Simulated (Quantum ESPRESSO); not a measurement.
## Moving one atom in Os2Ru2ScSn3

Calculated results; nothing here was measured. They come from Quantum ESPRESSO 7.5, a public plane-wave density functional program. Each row is one single-point run on a made-up periodic cell of eight metal atoms, with elements, volume, strain and displacements drawn at random and not relaxed, so a cell may be unstable or far from any real phase. There is no spin polarisation or spin-orbit coupling.

Settings: PBE unless stated; PseudoDojo standard norm-conserving files; Fermi-Dirac width 0.25 eV, which means electrons at about 2900 K; cutoff 1143 eV; 6 x 5 x 3 k mesh shifted half a step off Gamma. E is the free energy of the whole cell (internal energy minus TS), so a -TS column is already part of it. Stress is positive in tension, and the pressure P is minus a third of its trace.

Checks: one run of this series was repeated at a higher cutoff and on a denser mesh, which moved values by no more than 0.004 eV, 0.02 GPa and 0.005 eV/Å, and a second program with other atomic files agreed on it to 2 % rms in force and 0.5 GPa in pressure. Known limits: the tin pseudopotential is less sure than most, with forces differing by about three percent from a second method on plain tin; heavy elements are run without spin-orbit coupling, which real alloys of them have; a spin test at this wide smearing found no moment, but such smearing suppresses magnetism that the real alloy may have.

The lattice is face-centred cubic, and the cell vectors in Å are (-4.112, 0.000, 0.000); (-2.056, -4.112, -2.056); (-2.056, -4.112, 6.168), a volume of 139.04 Å³. The elements on sites 1 to 8 are Sn Sn Os Sn Ru Sc Os Ru. The runs move the Sn atom on site 4 by u along z from its drawn, already displaced place and keep all else fixed. Forces are on that atom, and E is counted from run 5.

| run | u (Å) | Fx (eV/Å) | Fy (eV/Å) | Fz (eV/Å) | P (GPa) | E (meV) |
|---|---|---|---|---|---|---|
| 1 | -0.0995 | 1.703 | 2.204 | 0.218 | 10.64 | -30.8 |
| 2 | -0.0812 | 1.714 | 2.249 | 0.019 | 10.64 | -33.0 |
| 3 | -0.0438 | 1.749 | 2.344 | -0.386 | 10.67 | -26.1 |
| 4 | -0.0253 | 1.771 | 2.391 | -0.586 | 10.71 | -17.1 |
| 5 | -0.0014 | 1.805 | 2.454 | -0.845 | 10.78 | 0.0 |
| 6 | 0.0268 | ? | ? | ? | ? | ? |
| 7 | 0.0938 | 2.000 | 2.713 | -1.888 | 11.26 | 129.9 |

## Worked fit

A parabola through the runs shown gives Fz = -0.861 - 10.89 u - 0.5 u² eV/Å, with an error of 0.01 on the linear term and a scatter of 0.001 eV/Å. Minus its integral from run 1 to run 7 is 161 meV, and the table's energies differ by 161 meV.

## Withheld run

Question: what Fz should run 6 give?

The fit gives -1.153 ± 0.001 eV/Å. The calculation gave -1.151 eV/Å. This run lies off the fit by more than twice that error, so something that the fit leaves out matters here.
